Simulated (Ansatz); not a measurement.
Here is the system:

Mg:
```xyz
2
Lattice="3.1508 0.0000 0.0000 -1.5754 2.7286 0.0000 0.0000 0.0000 5.0475" Properties=species:S:1:pos:R:3 pbc="T T T"
Mg     0.0000     1.8191     3.7856
Mg     1.5754     0.9095     1.2619
```

This is the PBE+D3(BJ)-relaxed structure. Cartesian axes are those of the cell as given.

### Question
All from DFT-PBE+D3(BJ) in the program Ansatz with PAW potentials, unless another level is named. Give the Young's modulus.

### Answer
56.4 GPa.

### Question
Give the elastic constants (relaxed ions, GPa).

### Answer
C11 = 68.9, C12 = 27.9, C13 = 22.0, C33 = 79.2, C44 = 21.7.

Space group P6_3/mmc (hcp (Mg type)). The cell was relaxed with PBE+D3(BJ) under the symmetry of its start. The pairwise dispersion correction was not fitted to metals. As this level gives no gap, shear constants depend on the k-mesh and smearing (Fermi–Dirac, 0.1 eV here). On the denser mesh and wider smearing of the elastic run this cell carries a stress of 0.5 GPa.

Potentials: the earlier of the program's two PAW sets.
